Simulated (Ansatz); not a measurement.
Ca:
```xyz
1
Lattice="-2.2124 2.2124 2.2124 2.2124 -2.2124 2.2124 2.2124 2.2124 -2.2124" Properties=species:S:1:pos:R:3 pbc="T T T"
Ca     0.0000     0.0000     0.0000
```

This is the r²SCAN-relaxed structure.

### Question
All from r²SCAN (plane waves, PAW; program Ansatz), unless another level is named. Give the bulk modulus (Birch–Murnaghan fit).

### Answer
17.6 GPa.

### Question
And the elastic constants (relaxed ions, GPa)?

### Answer
C11 = 18.6, C12 = 17.2, C44 = 14.9.

Space group Im-3m (bcc (W type)). This is a known high-temperature phase of the composition, computed here at zero pressure and temperature. The cell was relaxed with r²SCAN under the symmetry of its start; whether a distortion lowers the energy is not shown. As this level gives no gap, shear constants depend on the k-mesh and smearing (Fermi–Dirac, 0.1 eV here).

Potentials: the later of the program's two PAW sets.
